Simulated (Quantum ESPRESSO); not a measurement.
Al$_{2}$InGaAs$_{4}$ (made-up cell), Ge (made-up cell, one site empty) (calculated)

Computed with Quantum ESPRESSO 7.5. Calculation on a made-up crystal cell, not a measurement: periodic Kohn-Sham density functional theory in plane waves with PseudoDojo standard norm-conserving scalar-relativistic pseudopotentials, each functional with its own files (v0.5 for PBE, v0.4.1 for LDA and PBEsol), no spin polarisation, no spin-orbit coupling, atoms not relaxed, stress positive in tension, energies less a fixed whole-eV offset for each atom's element; levels are Kohn-Sham levels at fractions of this cell's reciprocal vectors, counted from the reference band (half the neutral cell's valence electrons, rounded up) at Gamma; error bars cover cutoff and k-mesh only, not smearing or the files; added strain carries the atoms with the cell, and shear is the tensor component; each bar is the largest change over components, and at least 0.002 eV, 0.002 eV per angstrom or 0.02 GPa; energies are for the whole cell, and the offsets were chosen from early runs and are not element reference energies.

Settings shared by all entries: lattice type zincblende/diamond; functional pbe; scf tolerance 1e-07 eV; electrons removed 0.

(1) Al$_{2}$InGaAs$_{4}$ (made-up cell)

```
Al2InGaAs4
1.0
      5.7959    -0.0176    -0.0305
     -0.0176     5.6226    -0.0165
     -0.0305    -0.0165     5.6917
Al In Al Ga As
1 1 1 1 4
Direct
  0.00905 -0.00859 0.02063
  0.00071 0.50778 0.50983
  0.46788 -0.00037 0.49069
  0.50367 0.51698 -0.00529
  0.25321 0.26431 0.23982
  0.25277 0.75947 0.76038
  0.76226 0.23517 0.77895
  0.75875 0.77265 0.24453
```

- cutoff: 1143 eV
- fermi dirac smearing: 0.025 eV
- k mesh: 4 x 4 x 4, shifted by half a step
- free energy less offsets: 1.551 eV
- smearing term minus ts: 0 eV
- scf iterations: 10
- pressure: 5.96 GPa
- stress xx: -4.99 GPa
- stress yy: -6.598 GPa
- stress zz: -6.293 GPa
- stress yz: 1.029 GPa
- stress xz: -0.3072 GPa
- stress xy: -0.9519 GPa
- error bar energy: 0.01005 eV
- error bar stress: 0.02 GPa
- error bar force: 0.004538 eV/Å
- error bars from: tighter rerun of this cell

Atoms:
```tsv
atoms element	atom site	atom energy offset (eV)
Al	1	-64
In	2	-1808
Al	3	-64
Ga	4	-2080
As	5	-2887
As	6	-2887
As	7	-2887
As	8	-2887
```

Forces:
```tsv
site	x (eV/Å)	y (eV/Å)	z (eV/Å)
1	0.4933	0.8651	-0.7931
2	-0.9091	-0.7826	-0.04958
3	1.693	0.5798	0.4158
4	0.8783	-0.5973	0.1222
5	0.5244	-0.3129	-0.2134
6	0.5437	0.7524	0.5454
7	-1.413	-0.161	-0.7695
8	-1.81	-0.3435	0.7422
```

(2) Ge (made-up cell, one site empty)

```
Ge
1.0
      5.7191     0.0091    -0.0525
      0.0091     5.6497    -0.0254
     -0.0525    -0.0254     5.7109
Ge
7
Direct
  0.00622 0.00359 0.02513
  0.01263 0.49866 0.49606
  0.47622 0.00161 0.50987
  0.48774 0.49683 0.01086
  0.23715 0.27463 0.23261
  0.24579 0.73313 0.74434
  0.76160 0.24561 0.74649
```

* empty site: 8
* cutoff: 1061 eV
* fermi dirac smearing: 0.1 eV
* k mesh: 6 x 6 x 6, shifted by half a step
* free energy less offsets: -1.144 eV
* smearing term minus ts: -0.07686 eV
* scf iterations: 10
* pressure: 1.656 GPa
* stress xx: -2.411 GPa
* stress yy: -1.867 GPa
* stress zz: -0.6901 GPa
* stress yz: -0.6512 GPa
* stress xz: -0.7805 GPa
* stress xy: -2.749 GPa
* fermi level: -0.09674 eV
* reference band: 49
* error bar energy: 0.00493 eV
* error bar stress: 0.02 GPa
* error bar force: 0.002636 eV/Å
* error bar next band up: 0.002 eV
* error bar fermi level: 0.006779 eV
* error bars from: tighter rerun of this cell

Atoms:
```tsv
atoms element	atom site	atom energy offset (eV)
Ge	1	-2430
Ge	2	-2430
Ge	3	-2430
Ge	4	-2430
Ge	5	-2430
Ge	6	-2430
Ge	7	-2430
```

Forces:
```tsv
site	x (eV/Å)	y (eV/Å)	z (eV/Å)
1	-0.9605	-1.45	-1.029
2	-1.617	0.1259	-0.2027
3	0.4182	0.3923	-0.6079
4	1.779	0.7426	-0.8588
5	0.6469	-0.9596	1.218
6	0.1265	1.127	1.117
7	-0.3935	0.02178	0.3641
```

Levels:
```tsv
level k point	next band up (eV)
Gamma	0.5061
(1/2,1/2,1/2)	0.2272
(0.15,0,0)	0.5369
(0,0.15,0)	0.5584
(0,0,0.15)	0.6867
```
